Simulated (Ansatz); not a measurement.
Ansatz (a quantum-chemistry and plane-wave program) input:

Ansatz 0.2 input:
```yaml
crystal:
  lattice:
    - [5.0464121832, 0.0, 0.0]
    - [0.0, 9.9827254134, 0.0]
    - [0.0, 0.0, 5.2186685767]
  atoms:
    - { symbol: Hf, position: [0.7542240714, 0.1152995707, 0.4643067942] }
    - { symbol: Hf, position: [0.2457759286, 0.8847004293, 0.5356932058] }
    - { symbol: Hf, position: [0.7457759286, 0.8847004293, 0.9643067942] }
    - { symbol: Hf, position: [0.2542240714, 0.1152995707, 0.0356932058] }
    - { symbol: Hf, position: [0.2542240714, 0.3847004293, 0.5356932058] }
    - { symbol: Hf, position: [0.7457759286, 0.6152995707, 0.4643067942] }
    - { symbol: Hf, position: [0.2457759286, 0.6152995707, 0.0356932058] }
    - { symbol: Hf, position: [0.7542240714, 0.3847004293, 0.9643067942] }
    - { symbol: O, position: [0.9974652965, 0.4767781807, 0.2615930163] }
    - { symbol: O, position: [0.0025347035, 0.5232218193, 0.7384069837] }
    - { symbol: O, position: [0.5025347035, 0.5232218193, 0.7615930163] }
    - { symbol: O, position: [0.4974652965, 0.4767781807, 0.2384069837] }
    - { symbol: O, position: [0.4974652965, 0.0232218193, 0.7384069837] }
    - { symbol: O, position: [0.5025347035, 0.9767781807, 0.2615930163] }
    - { symbol: O, position: [0.0025347035, 0.9767781807, 0.2384069837] }
    - { symbol: O, position: [0.9974652965, 0.0232218193, 0.7615930163] }
    - { symbol: O, position: [0.6277872665, 0.2903478557, 0.6249313722] }
    - { symbol: O, position: [0.3722127335, 0.7096521443, 0.3750686278] }
    - { symbol: O, position: [0.8722127335, 0.7096521443, 0.1249313722] }
    - { symbol: O, position: [0.1277872665, 0.2903478557, 0.8750686278] }
    - { symbol: O, position: [0.1277872665, 0.2096521443, 0.3750686278] }
    - { symbol: O, position: [0.8722127335, 0.7903478557, 0.6249313722] }
    - { symbol: O, position: [0.3722127335, 0.7903478557, 0.8750686278] }
    - { symbol: O, position: [0.6277872665, 0.2096521443, 0.1249313722] }
kpoints:
  mp_grid: { grid: [3, 2, 3] }
hamiltonian:
  xc: hse06
  pseudopotentials: { azcp: { folder: ./paw }, kind: paw }
scf:
  n_extra_bands: 24
  occupations: { method: fixed }
output:
  eigenvalues: true
  eigenstates:
    e_range: [-9.0, 14.3]
    kpoints:
      - [0.0, 0.0, 0.0]  # VBM
      - [0.354167, 0.0, 0.197917]  # CBM
      - [0.0, 0.0, 0.0]  # GAMMA
      - [0.5, 0.0, 0.0]  # X
      - [0.0, 0.0, 0.5]  # Z
      - [0.5, 0.0, 0.5]  # U
      - [0.0, 0.5, 0.0]  # Y
      - [0.5, 0.5, 0.0]  # S
      - [0.0, 0.5, 0.5]  # T
      - [0.5, 0.5, 0.5]  # R
```

Output (shortened):

```
Pseudopotential: Hf, paw, valence charge 26
Pseudopotential: O, paw, valence charge 6
Functional definition: HSE06
davidson cushion auto → on  (no smearing: the cushion is to keep the highest requested band from converging to the state above it …
Crystal: 24 atoms, lattice volume = 262.901 Å³
Basis set: ecut = 420 eV, 5169 PW (Γ)
Bands: 176, of which v1, the nominal top of the filled ones, is band 152 counted from 1 (151 counted from 0)
Symmetry: 8 space group operations
Space group: Pbca (ITA 61), of the structure as read, at distance tolerance 6.4e-5 Å
k-points: 8 of 18
SCF iter   1: F=—  HF=-134903.323436 eV  |F-HF|=—  |Δ(HF+E_count)|=         —  Δρ=8.64e-2  dr2=1.50e1  ethr=1.00e-1  ⟨swp⟩=4.0  Hψ=3918  notcnv=0
preconditioner: auto → none
SCF iter   2: F=—  HF=-134899.875367 eV  |F-HF|=—  |Δ(HF+E_count)|=    3.45e0  Δρ=3.59e-2  dr2=2.54e0  ethr=4.92e-3  ⟨swp⟩=4.4  Hψ=4372  notcnv=0
SCF iter   3: F=—  HF=-134899.636868 eV  |F-HF|=—  |Δ(HF+E_count)|=   2.38e-1  Δρ=2.73e-2  dr2=1.12e0  ethr=8.37e-4  ⟨swp⟩=3.0  Hψ=4245  notcnv=0
iter 4 solved again at ethr=1.83e-5 eV; its pass at ethr=3.69e-4 eV (dr2=5.56e-2 eV) is discarded
SCF iter   4: F=—  HF=-134899.454672 eV  |F-HF|=—  |Δ(HF+E_count)|=   1.82e-1  Δρ=6.35e-3  dr2=5.78e-2  ethr=1.83e-5  ⟨swp⟩=3.5  Hψ=7059  notcnv=0
SCF iter   5: F=—  HF=-134899.483915 eV  |F-HF|=—  |Δ(HF+E_count)|=   2.92e-2  Δρ=3.57e-3  dr2=1.86e-2  ethr=1.83e-5  ⟨swp⟩=3.0  Hψ=3539  notcnv=0
SCF iter   6: F=—  HF=-134899.492798 eV  |F-HF|=—  |Δ(HF+E_count)|=   8.88e-3  Δρ=3.05e-3  dr2=2.49e-2  ethr=6.11e-6  ⟨swp⟩=3.9  Hψ=3850  notcnv=0
SCF iter   7: F=-134899.487164 eV  HF=-134899.487203 eV  |F-HF|=3.87e-5  |Δ(HF+E_count)|=   5.60e-3  Δρ=2.87e-4  dr2=9.92e-5  ethr=6.11e-6  ⟨swp⟩=3.0  Hψ=3484  notcnv=0
SCF 1 stopped early in 7 iterations: F = -134899.487164 eV  dr2 = 9.92e-5
Crystal: 24 atoms, lattice volume = 262.901 Å³
Exchange kernel: α = 0.2500, screened, ω = 0.2079 Å⁻¹, Wigner–Seitz truncation, v(0) = 1035.5791 eV·Å³, q-mesh 3×2×3, nearest image of the exchange supercell L …
Frozen-core exchange: fock
SCF iter   1: F=—  HF=-134901.071447 eV  |F-HF|=—  |Δ(HF+E_count)|=         —  Δρ=1.10e-2  dr2=3.29e-1  ethr=3.26e-7  ⟨swp⟩=7.9  Hψ=7718  notcnv=0
preconditioner: auto → none
SCF iter   2: F=—  HF=-134900.661790 eV  |F-HF|=—  |Δ(HF+E_count)|=   4.10e-1  Δρ=8.03e-3  dr2=9.99e-2  ethr=3.26e-7  ⟨swp⟩=5.0  Hψ=6469  notcnv=0
SCF iter   3: F=—  HF=-134900.634229 eV  |F-HF|=—  |Δ(HF+E_count)|=   2.76e-2  Δρ=2.50e-3  dr2=2.54e-2  ethr=3.26e-7  ⟨swp⟩=4.0  Hψ=5776  notcnv=0
SCF iter   4: F=—  HF=-134900.788507 eV  |F-HF|=—  |Δ(HF+E_count)|=   1.54e-1  Δρ=2.63e-3  dr2=2.16e-2  ethr=3.26e-7  ⟨swp⟩=4.0  Hψ=5582  notcnv=0
SCF iter   5: F=—  HF=-134900.780615 eV  |F-HF|=—  |Δ(HF+E_count)|=   7.89e-3  Δρ=9.55e-4  dr2=3.17e-3  ethr=3.26e-7  ⟨swp⟩=4.0  Hψ=5047  notcnv=0
SCF iter   6: F=—  HF=-134900.779663 eV  |F-HF|=—  |Δ(HF+E_count)|=   9.52e-4  Δρ=2.42e-4  dr2=3.82e-4  ethr=3.26e-7  ⟨swp⟩=3.4  Hψ=4091  notcnv=0
SCF iter   7: F=-134900.781664 eV  HF=-134900.781788 eV  |F-HF|=1.24e-4  |Δ(HF+E_count)|=   2.13e-3  Δρ=2.08e-4  dr2=1.18e-4  ethr=5.34e-8  ⟨swp⟩=4.0  Hψ=5365  notcnv=0
SCF 2 stopped early in 7 iterations: F = -134900.781664 eV  dr2 = 1.18e-4
hybrid outer 1: dexx = +1.649e-1 eV, tail = 7.87e-3 eV
Crystal: 24 atoms, lattice volume = 262.901 Å³
Exchange kernel: α = 0.2500, screened, ω = 0.2079 Å⁻¹, Wigner–Seitz truncation, v(0) = 1035.5791 eV·Å³, q-mesh 3×2×3, nearest image of the exchange supercell L …
Frozen-core exchange: fock
SCF iter   1: F=—  HF=-134900.776516 eV  |F-HF|=—  |Δ(HF+E_count)|=         —  Δρ=1.56e-4  dr2=4.00e-5  ethr=1.29e-5  ⟨swp⟩=2.1  Hψ=3105  notcnv=0
preconditioner: auto → none
SCF iter   2: F=—  HF=-134900.776577 eV  |F-HF|=—  |Δ(HF+E_count)|=   6.17e-5  Δρ=4.95e-5  dr2=4.71e-6  ethr=1.19e-8  ⟨swp⟩=4.1  Hψ=5493  notcnv=0
SCF iter   3: F=—  HF=-134900.776577 eV  |F-HF|=—  |Δ(HF+E_count)|=   7.36e-7  Δρ=2.21e-5  dr2=8.02e-7  ethr=1.29e-9  ⟨swp⟩=3.0  Hψ=4246  notcnv=0
SCF iter   4: F=—  HF=-134900.776580 eV  |F-HF|=—  |Δ(HF+E_count)|=   3.22e-6  Δρ=1.56e-5  dr2=4.83e-7  ethr=1.66e-10  ⟨swp⟩=5.1  Hψ=4474  notcnv=0
iter 5 solved again at ethr=2.23e-12 eV; its pass at ethr=1.56e-10 eV (dr2=6.78e-9 eV) is discarded
SCF iter   5: F=-134900.776580 eV  HF=-134900.776580 eV  |F-HF|=8.06e-9  |Δ(HF+E_count)|=   1.27e-7  Δρ=1.56e-6  dr2=9.91e-9  ethr=4.37e-12 (applied; sched 2.23e-12)  ⟨swp⟩=2.8  Hψ=6612  notcnv=0
SCF 3 converged in 5 iterations: F = -134900.776580 eV  dr2 = 9.91e-9
hybrid outer 2: dexx = +2.709e-5 eV, tail = 8.82e-7 eV, Δε = 6.21e-3 eV (about 1.93e-4 eV left of the loop's levels)
NSCF: frozen V_eff on 10 k-points
hybrid SCF converged: 2 outer / 12 inner (+7 warm-up), last move |dexx| = 2.71e-5 eV, tail = 8.82e-7 eV
Stability not checked (fock_operator)
Free energy (F): -134900.776575 eV
Frozen-core exchange: fock
Harris-Foulkes:  -134900.776575 eV  (|F-HF|=8.06e-9)
Internal energy: -134900.776575 eV  (E = F + TS)
E sigma→0 (E₀):  -134900.776575 eV
Fermi energy:    12.783597 eV
--- Per-component energies (eV) ---
  E_band       = -819.452425
  E_kinetic    = 5941.240479
  E_local      = -56476.410748  (includes V_loc(G=0)·N_el)
  E_nonlocal   = 1216.981103
  E_hartree    = 26926.877220
  E_xc         = -2604.405202
  E_vxc        = -2771.655146  (∫ρ·V_xc dr)
  E_exx        = -1237.422967  (= α·E_x^exact, valence–valence)
  E_paw        = -63546.695761  (= ΣΔE_a)
  E_vpaw       = -108.524780  (= ΣTr[D̂ρ^β])
  E_aug_tail   = 0.012698  (compensation charges beyond the density's cutoff)
  E_ewald      = -45129.744699
  E_core_change = 8.791301  (= ΣΔE_core)
  E_smearing   =  0.000000  (= −TS)
  E_closure    =  0.000000  (closes the sum)
  Σ components = -134900.776575   (vs F -134900.776575, Δ=0.00e0)
  [band-id]    e_kinetic+e_local+e_nonlocal+2·e_hartree+e_vxc+2·e_exx+e_vpaw+e_augmentation_tail = -819.447887   (vs E_band -819.452425, Δ=4.54e-3)
--- Band table (eV; the first three rows and the last of 8) ---
  k-point 0: bands = ["-50.0891", "-50.0822", "-50.0705", "-50.0637", "-50.0630", "-50.0626", "-50.0616", "-50.0612", "-17.8709", "-17.8517", "-17.8505", "-17.7563", "-17.7217", "-17.6343", "-17.5815", "-17.5485", "-17.5313", "-17.4841", "-17.4799", …
  k-point 1: bands = ["-50.0836", "-50.0788", "-50.0726", "-50.0720", "-50.0631", "-50.0623", "-50.0608", "-50.0606", "-17.8136", "-17.7621", "-17.7356", "-17.7219", "-17.7103", "-17.6828", "-17.6236", "-17.6088", "-17.5783", "-17.5611", "-17.5407", …
  k-point 2: bands = ["-50.0863", "-50.0863", "-50.0665", "-50.0665", "-50.0628", "-50.0628", "-50.0614", "-50.0614", "-17.8246", "-17.8246", "-17.8013", "-17.8013", "-17.7784", "-17.7784", "-17.5205", "-17.5205", "-17.4615", "-17.4615", "-17.4611", …
  k-point 7: bands = ["-50.0766", "-50.0766", "-50.0695", "-50.0695", "-50.0665", "-50.0665", "-50.0644", "-50.0644", "-17.8071", "-17.8071", "-17.7835", "-17.7835", "-17.7604", "-17.7604", "-17.6730", "-17.6730", "-17.5033", "-17.5033", "-17.4401", …
```

Cost: about 10 core-minutes (a rough figure) on shared cores.

The points marked VBM and CBM come from a semilocal run.

The workflow started from a Materials Project entry (that database holds measured and hypothetical structures alike); the Crystallography Open Database files this formula in space group No. 61, but the cells were not matched. It is not the phase usual at ambient conditions (space group No. 14, 29). Symmetry was held in the PBEsol relaxation; whether a distortion lowers the energy is not shown. No spin polarisation was allowed. Scalar-relativistic: spin–orbit coupling is off unless named, which matters more the heavier the elements.

Potentials: the earlier of the program's two PAW sets.

Ansatz is a plane-wave DFT program.
